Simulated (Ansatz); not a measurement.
## Ansatz 0.2.0, settings compared: Bi2TeSe2

Input:

```yaml
crystal:
  lattice:
    - [4.174109, 0.0, 0.0]
    - [-2.087055, 3.614891, 0.0]
    - [-2.087055, 1.204964, 9.691687]
  atoms:
    - { symbol: Bi, position: [0.39806, 0.60194, 0.19418] }
    - { symbol: Bi, position: [0.60194, 0.39806, 0.80582] }
    - { symbol: Se, position: [0.2116, 0.7884, 0.6348] }
    - { symbol: Se, position: [0.7884, 0.2116, 0.3652] }
    - { symbol: Te, position: [0.0, 0.0, 0.0] }
  symmetry: { tolerance: 0.0003 }
kpoints:
  mp_grid: { grid: [5, 5, 5], shift: [0, 0, 0] }
magnetization:
  spin_polarized: false
scf:
  occupations: { method: fermi_dirac }
hamiltonian:
  pseudopotentials: { kind: paw }
  xc: r2scan
basis:
  ecutwfc: 500
output:
  forces: true
  stress: true
  eigenvalues: true
```

Run with:

```bash
ansatz run input.yaml --threads 1 --pin off --max-ram 2560MiB --backend cpu --events-out ev --progress --plain --runs-dir out
```

Origin of the cell: a database entry, scaled a little.

The smearing width isn't typed, so it takes its default of 0.1 eV.

Output of this run (shortened):

```
Warning: crystal.lattice misses the space group found at crystal.symmetry.tolerance 3.0e-4 in a digit that the deck types, which is why this is a warning: making the lattice exact moves one o […]
Pseudopotentials: kind: paw
Pseudopotential: Bi, paw, valence charge 15, recommended cutoff 500 eV (meta_gga), Bi.paw.azcp
Pseudopotential: Se, paw, valence charge 16, recommended cutoff 500 eV (meta_gga), Se.paw.azcp
Pseudopotential: Te, paw, valence charge 16, recommended cutoff 500 eV (meta_gga), Te.paw.azcp
Functional definition: r2SCAN
  exchange = r2scan_x(k0 = k0, k1 = k1, a1 = a1)
  correlation = r2scan_c
Crystal: 5 atoms, lattice volume = 146.237 Å³
Basis set: ecut = 500 eV, 3737 PW (Γ), exchange–correlation on 128×128×300 points (64 copies of the dense FFT grid, shifted against one another)
Bands: 47, of which v1, the nominal top of the filled ones, is band 39 counted from 1 (38 counted from 0)
[… 12 lines left out …]
Initial density: superposition of atomic densities (neutral atoms: chi_scale 0, normalization atom), corrected by the library's trained network
Functional: x = r2scan, c = r2scan; τ floored in thin density (d = 2e-4 eV/Å³)
SCF iter   1: F=—  HF=-42774.383727 eV  Δρ=4.70e-3  dr2=1.25e-1  dr2_τ=7.82e-3
SCF iter   2: F=—  HF=-42774.400962 eV  Δρ=2.33e-3  dr2=2.45e-2  dr2_τ=1.22e-3  defer=11
SCF iter   3: F=—  HF=-42774.399610 eV  Δρ=1.42e-3  dr2=2.87e-3  dr2_τ=5.06e-5  defer=11
SCF iter   4: F=—  HF=-42774.400183 eV  Δρ=2.34e-4  dr2=7.53e-5  dr2_τ=5.59e-6  defer=11
SCF iter   5: F=—  HF=-42774.400338 eV  Δρ=8.68e-5  dr2=9.73e-6  dr2_τ=2.11e-7  defer=11
SCF iter   6: F=—  HF=-42774.400343 eV  Δρ=1.76e-5  dr2=5.34e-7  dr2_τ=1.93e-8  defer=11
SCF iter   7: F=-42774.400343 eV  HF=-42774.400343 eV  Δρ=4.80e-6  dr2=5.83e-8  dr2_τ=7.72e-10
SCF 1 converged in 7 iterations: F = -42774.400343 eV  dr2 = 5.83e-8
SCF converged after 7 iterations
Free energy (F): -42774.400343 eV
Harris-Foulkes:  -42774.400343 eV  (|F-HF|=1.74e-8)
Internal energy: -42774.399326 eV  (E = F + TS)
E sigma→0 (E₀):  -42774.399835 eV
Entropy (-TS):   -0.001016 eV (-0.203 meV/atom)
Fermi energy:    9.783418 eV
--- Per-component energies (eV) ---
  E_band       = -1254.860006
  E_kinetic    = 1020.456779
  E_local      = -9126.190792  (includes V_loc(G=0)·N_el)
  E_nonlocal   = -373.586540
  E_hartree    = 4197.195660
  E_xc         = -595.841360
  E_vxc        = -638.928389  (∫ρ·V_xc dr)
  E_paw        = -29913.650626  (= ΣΔE_a)
  E_vpaw       = -569.690327  (= ΣTr[D̂ρ^β])
  E_aug_tail   = -0.000994  (compensation charges beyond the density's cutoff)
  E_vtau       = 38.696866  (kinetic-family band-sum trace: ∫τ·v_τ [+ j·A + Jᵃ·Aᵃ] dr)
  E_ewald      = -7981.287862
  E_core_change = -1.493591  (= ΣΔE_core)
  E_smearing   = -0.001016  (= −TS)
  Σ components = -42774.400343   (vs F -42774.400343, Δ=0.00e0)
--- Forces (eV/Å), atoms counted from 1 ---
  atom   1  Bi    -0.000000     0.000000     2.038175
  atom   2  Bi     0.000000    -0.000000    -2.038175
  atom   3  Se    -0.000000     0.000000     0.687134
  atom   4  Se     0.000000    -0.000000    -0.687134
  atom   5  Te     0.000000     0.000000     0.000000
  max |Σ_I F_I| component: 2.22e-16 eV/Å
--- Stress (GPa, compression-positive) ---
        4.076208       0.000000      -0.000000
        0.000000       4.076208       0.000000
       -0.000000       0.000000       4.509349
  P = ⅓ Tr σ = 4.2206 GPa (42.206 kbar)
```

The same input was run again with these changes:

1. `basis.xc_grid` default → 1
2. `hamiltonian.pseudopotentials` { kind: paw } → { kind: nc }
3. `scf.occupations.method` fermi_dirac → cold; `scf.occupations.width` default → 0.001

| run | end | SCF iterations | P (GPa) | max force component (eV/Å) | moment (μB) | ΔE(σ→0) (meV/atom) |
| --- | --- | --- | --- | --- | --- | --- |
| base | converged | 7 | 4.22 | 2.038 | – | 0 |
| 1 | converged | 7 | 4.23 | 2.035 | – | -0.12 |
| 2 | converged | 9 | -0.30 | 2.273 | – | – |
| 3 | converged | 7 | 4.22 | 2.039 | – | -0.07 |

Energies are compared only where functional, datasets, charge and starting cell are the same.

Caveats of the base run: no spin-orbit coupling, though heavy elements are present; the database entry stands far from equilibrium and may be faulty.

Run 2: the cutoff lies below the datasets' advice.

The base run took 19 s on 1 thread of Arm Neoverse V1, on a shared host, peak memory 0.78 GiB, from the program's own first density.
